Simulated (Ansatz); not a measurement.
**Cu2As: do energies and stresses tell the same story?**

The calculation used Ansatz, DFT PBEsol, scalar-relativistic, plane waves, PAW.

Settings: cutoff 420 eV, Γ-centred mesh 10×10×6 on the computed 6-atom cell, Gaussian smearing of 0.10 eV; no spin polarisation.

Relaxed cell: P4/nmm, a = 3.746 Å, b = 3.746 Å, c = 5.849 Å, α = 90.00°, β = 90.00°, γ = 90.00°, 6 atoms in the primitive cell. Whether it is the stable form of this composition wasn't checked.

Energies at zero smearing and pressures from the stress tensor, at volumes with shape and atoms relaxed:
```csv
V (Å³/atom),E − E(first) (meV/atom),P (GPa)
12.857,0.00,9.16
13.267,-16.90,4.20
13.677,-22.12,0.03
14.088,-17.58,-3.43
14.498,-4.92,-6.32
```

**Question.** Check P = −dE/dV between neighbouring volumes, and get the bulk modulus from the pressures alone.

**Answer.** With 1 eV/Å³ = 160.2 GPa:
```json
{"middle V (Å³/atom)": "13.062", "−ΔE/ΔV (GPa)": "6.597", "mean P (GPa)": "6.677"}
{"middle V (Å³/atom)": "13.472", "−ΔE/ΔV (GPa)": "2.041", "mean P (GPa)": "2.112"}
{"middle V (Å³/atom)": "13.882", "−ΔE/ΔV (GPa)": "-1.772", "mean P (GPa)": "-1.702"}
{"middle V (Å³/atom)": "14.293", "−ΔE/ΔV (GPa)": "-4.945", "mean P (GPa)": "-4.878"}
```

The two differ by 0.08 GPa at most. The mean of two end pressures misses the average over a step by about ΔV² P″/12, up to 0.07 GPa here; with that taken off 0.03 GPa remains. The stress is the derivative of the free energy, not of the energy at zero smearing, and with free energies 0.01 GPa remains. Around V = 13.677 Å³/atom, the two neighbours give B = −V ΔP/ΔV = 13.677 × 7.63 / 0.821 = 127.1 GPa, against B0 = 126.4 GPa from the Birch–Murnaghan fit of the energies.